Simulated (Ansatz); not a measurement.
Here is an unrelaxed guess for AlRu.

```cif
data_structure
_symmetry_space_group_name_H-M 'Pm-3m'
_symmetry_Int_Tables_number 221
_cell_length_a 3.1477
_cell_length_b 3.1477
_cell_length_c 3.1477
_cell_angle_alpha 90.000
_cell_angle_beta 90.000
_cell_angle_gamma 90.000
_cell_volume 31.19
loop_
_atom_site_label
_atom_site_type_symbol
_atom_site_symmetry_multiplicity
_atom_site_Wyckoff_symbol
_atom_site_fract_x
_atom_site_fract_y
_atom_site_fract_z
_atom_site_occupancy
Al1 Al 1 b 0.50000 0.50000 0.50000 1
Ru1 Ru 1 a 0.00000 0.00000 0.00000 1
```

These are results of Ansatz 0.2.0, DFT PBE, scalar-relativistic, plane waves, PAW, not measurements. Settings: cutoff 420 eV, Γ-centred mesh 6×6×6 on the computed 2-atom cell, Gaussian smearing of 0.10 eV; no spin polarisation.

Energies over the elements count from the elements' standard structures at the same level, with no fitted energy shifts.

Task: What does a single point on this coarse mesh give?

Result: The pressure is -20.9 GPa (it wants to contract), the largest force is 0.00 eV/Å (symmetry fixes the atoms), and the energy is −0.48 eV/atom against the elements. The shortest distance is 2.73 Å.

Task: Is it a good guess?

Result: A fair one: relaxing gains about 0.16 eV/atom (the start's value is from the coarse mesh, so the gain is rough) in 7 ionic steps and ends at −0.64 eV/atom on the finer mesh. The symmetry stays Pm-3m (No. 221). The end has the caesium chloride type. The volume per atom shrinks by 13.1 %, from 15.6 to 13.5 Å³. The shortest distance goes from 2.73 Å (Al–Ru) to 2.60 Å (Al–Ru). Conventional cell: a = 3.004 Å. Around Al lie 8 Ru at 2.60 Å and 6 Al at 3.00 Å; Ru is surrounded by 8 Al at 2.60 Å and 6 Ru at 3.00 Å.

The last run used an 18×18×18 mesh for its 2-atom cell and Gaussian smearing of 0.10 eV. The relaxation can't lower the symmetry of the start, and the grade says only how near the guess is to its own end. Symmetry constrained the relaxation, so the result can be a saddle point.
